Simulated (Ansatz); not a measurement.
CoAsSe3 in Ansatz, single run

Launch command:

```bash
ansatz run input.yaml --threads 1 --pin off --max-ram 2560MiB --backend cpu --events-out ev --progress --plain --runs-dir out
```

input.yaml:

```yaml
crystal:
  lattice:
    - [6.414247, 0.0, 0.0]
    - [-3.207123, 5.554902, 0.0]
    - [-3.207123, 1.851634, 6.757227]
  atoms:
    - { symbol: As, position: [0.5569, 0.4431, 0.6707] }
    - { symbol: Co, position: [0.8313, 0.1687, 0.4939] }
    - { symbol: Co, position: [0.1658, 0.8342, 0.4974] }
    - { symbol: Se, position: [0.5697, 0.0582, 0.7438] }
    - { symbol: Se, position: [0.9418, 0.7677, 0.7438] }
    - { symbol: Se, position: [0.2323, 0.4303, 0.7438] }
    - { symbol: As, position: [0.4437, 0.5563, 0.3311] }
    - { symbol: Se, position: [0.4115, 0.917, 0.24] }
    - { symbol: Se, position: [0.083, 0.2545, 0.24] }
    - { symbol: Se, position: [0.7455, 0.5885, 0.24] }
  symmetry: { tolerance: 0.0003 }
kpoints:
  mp_grid: { grid: [4, 4, 4], shift: [0, 0, 0] }
magnetization:
  spin_polarized: false
scf:
  occupations: { method: tetrahedron }
hamiltonian:
  pseudopotentials: { kind: paw }
  xc: pbe
basis:
  ecutwfc: "51.4 Ry"
output:
  forces: true
  stress: true
  eigenvalues: true
```

Origin of the cell: a known structure type with other elements, at an estimated volume, so it need not be a known compound.

Output (shortened):

```
Warning: output.forces, output.stress, relax.cell or npt_langevin: where a Kohn–Sham band that disperses or a degenerate level is filled in part under the method tetrahedron, the forces or th […]
band count auto-derived: 97 (N_el = 160.0; filled up to band 80; 96 by the electrons, moments and atoms)
Pseudopotentials: kind: paw
Pseudopotential: As, paw, valence charge 15, recommended cutoff 420 eV (normal), As.paw.azcp
Pseudopotential: Co, paw, valence charge 17, recommended cutoff 420 eV (normal), Co.paw.azcp
Pseudopotential: Se, paw, valence charge 16, recommended cutoff 420 eV (normal), Se.paw.azcp
Functional definition: PBE
  exchange = pbe_x(kappa = kappa, mu = beta*pi^2/3)
  correlation = pbe_c(beta = beta)
Crystal: 10 atoms, lattice volume = 240.763 Å³
Basis set: ecut = 699.332627 eV, 10103 PW (Γ), exchange–correlation on 120×120×144 points (8 copies of the dense FFT grid, shifted against one another)
Bands: 97, of which v1, the nominal top of the filled ones, is band 80 counted from 1 (79 counted from 0)
[… 9 lines left out …]
Initial density: superposition of atomic densities (neutral atoms: chi_scale 0, normalization atom), corrected by the library's trained network
Functional: x = pbe(κ = 0.804, μ = 0.219515), c = pbe(β = 0.066725)
SCF iter   1: F=—  HF=-52777.006678 eV  Δρ=8.07e-3  dr2=1.59e-1  defer=5
SCF iter   2: F=—  HF=-52777.058426 eV  Δρ=2.79e-2  dr2=1.70e0  defer=140
SCF iter   3: F=—  HF=-52777.048533 eV  Δρ=3.20e-2  dr2=2.38e0  defer=140
SCF iter   4: F=—  HF=-52777.032637 eV  Δρ=2.64e-2  dr2=1.62e0  defer=140
SCF iter   5: F=—  HF=-52777.010295 eV  Δρ=1.36e-2  dr2=4.26e-1  defer=140
SCF iter   6: F=—  HF=-52777.001654 eV  Δρ=3.77e-3  dr2=3.31e-2  defer=140
SCF iter   7: F=—  HF=-52777.001122 eV  Δρ=1.46e-3  dr2=4.92e-3  defer=140
SCF iter   8: F=—  HF=-52777.001065 eV  Δρ=2.03e-4  dr2=1.46e-4  defer=143
SCF iter   9: F=—  HF=-52777.001064 eV  Δρ=4.02e-4  dr2=3.79e-4  defer=143
SCF iter  10: F=—  HF=-52777.001072 eV  Δρ=1.39e-4  dr2=4.44e-5  defer=143
SCF iter  11: F=—  HF=-52777.001136 eV  Δρ=1.03e-4  dr2=2.50e-5  defer=143
SCF iter  12: F=—  HF=-52777.001135 eV  Δρ=3.16e-5  dr2=2.55e-6  defer=143
SCF iter  13: F=—  HF=-52777.001136 eV  Δρ=2.60e-5  dr2=1.54e-6  defer=143
SCF iter  14: F=—  HF=-52777.001135 eV  Δρ=2.51e-5  dr2=1.34e-6  defer=143
SCF iter  15: F=—  HF=-52777.001136 eV  Δρ=7.87e-6  dr2=1.40e-7  defer=143
SCF iter  16: F=—  HF=-52777.001136 eV  Δρ=6.95e-6  dr2=1.10e-7
SCF iter  17: F=-52777.001136 eV  HF=-52777.001136 eV  Δρ=5.15e-6  dr2=6.15e-8
SCF 1 converged in 17 iterations: F = -52777.001136 eV  dr2 = 6.15e-8
SCF converged after 17 iterations
Stability not checked: this state was not tested for a lower state beside it, because cold or Methfessel-Paxton smearing, or corrected tetrahedra, fill the levels in a way that the test cannot read (fill_not_monotonic; […]
Free energy (F): -52777.001136 eV
Harris-Foulkes:  -52777.001136 eV  (|F-HF|=5.59e-8)
Internal energy: -52776.994634 eV  (E = F + TS)
E sigma→0 (E₀):  -52777.001136 eV
Entropy (-TS):   -0.006502 eV (-0.650 meV/atom)
Fermi energy:    8.391085 eV
--- Per-component energies (eV) ---
  E_band       = -3717.836935
  E_kinetic    = 1806.449546
  E_local      = -28522.016334  (includes V_loc(G=0)·N_el)
  E_nonlocal   = -3977.523020
  E_hartree    = 13672.853084
  E_xc         = -1091.547136
  E_vxc        = -1144.202064  (∫ρ·V_xc dr)
  E_paw        = -18184.161946  (= ΣΔE_a)
  E_vpaw       = 773.746868  (= ΣTr[D̂ρ^β])
  E_aug_tail   = -0.000355  (compensation charges beyond the density's cutoff)
  E_ewald      = -16481.048474
  E_smearing   = -0.006502  (= −TS)
  Σ components = -52777.001136   (vs F -52777.001136, Δ=0.00e0)
--- Forces (eV/Å), atoms counted from 1 ---
  atom   1  As     0.000000    -0.000000     1.791804
  atom   2  Co     0.000000    -0.000000     0.267377
  atom   3  Co     0.000000    -0.000000     0.329912
  atom   4  Se     0.779487    -1.151610    -1.182785
  atom   5  Se     0.607580     1.250861    -1.182785
  atom   6  Se    -1.387067    -0.099251    -1.182785
  atom   7  As    -0.000000     0.000000    -0.519417
  atom   8  Se    -1.349471     2.414748     0.559550
  atom   9  Se    -1.416498    -2.376050     0.559550
  atom  10  Se     2.765969    -0.038698     0.559550
  max |Σ_I F_I| component: 3.05e-5 eV/Å
--- Stress (GPa, compression-positive) ---
        0.809088       0.000000      -0.000000
       -0.000000       0.809088       0.000000
       -0.000000       0.000000      -3.204596
  P = ⅓ Tr σ = -0.5288 GPa (-5.288 kbar)
```

Caveats: forces and stress under tetrahedra may miss the slope of the energy; no spin polarisation, so a magnetic state may lie lower.

Time: 70 s on 1 thread of Arm Neoverse V2, with other jobs on the host, peak memory 0.97 GiB, from the program's own first density.
